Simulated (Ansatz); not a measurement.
## Ge2Sb2O, before and after

The guess for Ge2Sb2O was made by a generator: random cell by space group and Wyckoff sites (P4/mmm, No. 123). The dimensions are guesses.

POSCAR.start

```
Ge Sb O
1.0
     3.97311    0.00000    0.00000
     0.00000    3.97311    0.00000
     0.00000    0.00000    7.26409
Ge Sb O
2 2 1
Cartesian
  1.9866 1.9866 3.6320
  1.9866 1.9866 0.0000
  1.9866 1.9866 5.5386
  1.9866 1.9866 1.7254
  0.0000 0.0000 0.0000
```

Method: Ansatz, DFT PBE, scalar-relativistic, plane waves, PAW. Cutoff 420 eV, Gaussian smearing, Γ-centred meshes. Cell and atoms relax first on a coarse mesh and then on a finer one. In between, the cell is made exact in the group found at 0.06 Å. In metals the finer mesh still leaves noise of several meV/atom or more. The steps can't lower the symmetry of their start. No spin polarisation.

POSCAR.end

```
Ge Sb O
1.0
     3.02968    0.00000    0.00000
     0.00000    3.02968    0.00000
     0.00000    0.00000   11.62077
Ge Sb O
2 2 1
Cartesian
  1.5148 1.5148 5.8104
  1.5148 1.5148 0.0000
  1.5148 1.5148 8.7414
  1.5148 1.5148 2.8794
  0.0000 0.0000 0.0000
```

The symmetry stays P4/mmm (No. 123). The volume per atom shrinks by 7.0 %, from 22.9 to 21.3 Å³. The shortest distance goes from 1.73 Å (Ge–Sb) to 2.14 Å (Ge–O). The ratio c/a of the conventional cell changes by a factor of 2.10. The energy falls by about 6.5 eV/atom (the start's value is from the coarse mesh).

```
Volume per atom                            : 21.33 Å³
Density                                    : 6.30 g/cm³
Energy over the elements                   : −0.17 eV/atom
Gap on the 12×12×4 mesh of the 5-atom cell : 0 eV (a metal)
```

Energies over the elements count from the elements' standard structures at the same level (O₂ as a molecule), with no fitted energy shifts. A negative formation energy is needed for stability but isn't enough: competing phases decide.

The last run used Gaussian smearing of 0.10 eV. Spin–orbit coupling, which can matter for Sb, is left out. A structure relaxed within its symmetry needn't be a true minimum. In all, the 4 runs took 2.8 min on 1 thread of Intel(R) Xeon(R) 6975P-C (Granite Rapids) (shared host).
